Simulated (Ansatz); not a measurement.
## From the elastic tensor of TiAl at 35 GPa (stress–strain coefficients) to moduli and sound speeds

These are results of DFT PBEsol, scalar-relativistic, plane waves, PAW (Ansatz 0.2.0), not measurements. Cutoff 420 eV, 16×16×10 k-points (Γ-centred), Fermi-Dirac smearing of 0.15 eV. No spin polarisation.

Symmetry: P4/mmm, No. 123, tetragonal system. Conventional cell: a = 2.621 Å, b = 2.621 Å, c = 3.767 Å, α = 90.00°, β = 90.00°, γ = 90.00°. Ti (site symmetry 4/mmm) is surrounded by 4 Ti at 2.62 Å and 8 Al at 2.64 Å. Al (site symmetry 4/mmm) is surrounded by 4 Al at 2.62 Å and 8 Ti at 2.64 Å.

In a metal, frequencies and elastic constants depend on the k mesh and the smearing, soft modes and shear constants most. Other phases may be more stable at this pressure.

Relaxed-ion constants (GPa, on the Cartesian axes of the calculation):
C11 = 368.8, C12 = 139.8, C13 = 214.8, C22 = 368.8, C23 = 214.8, C33 = 279.0, C44 = 203.7, C55 = 203.7, C66 = 46.5 GPa; the others vanish.

Density 4.804 g/cm³; 2 atoms in 25.87 Å³.

The values that follow are for a polycrystal of randomly turned grains, by Hill's mean where one number stands. In a crystal this anisotropic the Voigt and Reuss bounds lie far apart, so Hill's mean and the sound speeds and Debye temperature from it are rough.

With S = C⁻¹: B_V = (C11+C22+C33+2(C12+C13+C23))/9, G_V = (C11+C22+C33−C12−C13−C23+3(C44+C55+C66))/15, 1/B_R = S11+S22+S33+2(S12+S13+S23), 15/G_R = 4(S11+S22+S33−S12−S13−S23)+3(S44+S55+S66); Hill is their mean. Then v_l = √((B+4G/3)/ρ), v_t = √(G/ρ), v_m = [(2/v_t³+1/v_l³)/3]^(−1/3) and Θ = (ħ/k_B)·v_m·(6π²n/V)^(1/3) for n atoms in the volume V; E = 9BG/(3B+G), ν = (3B−2G)/(2(3B+G)) and A^U = 5G_V/G_R + B_V/B_R − 6.

| Item | Value |
| --- | --- |
| Bulk modulus, Voigt / Reuss / Hill | 239.5 / 239.2 / 239.4 GPa |
| Shear modulus, Voigt / Reuss / Hill | 120.6 / 72.5 / 96.5 GPa |
| Young's modulus | 255 GPa |
| Poisson ratio | 0.322 |
| Pugh ratio B/G | 2.48 |
| Universal anisotropy index | 3.32 |
| Longitudinal and transverse sound speeds | 8754 and 4483 m/s |
| Debye temperature from the mean sound speed | 637 K |

Cost: 1 run of about 2.2 core-minutes, on AMD EPYC 7R43 (Zen 3) (shared hosts).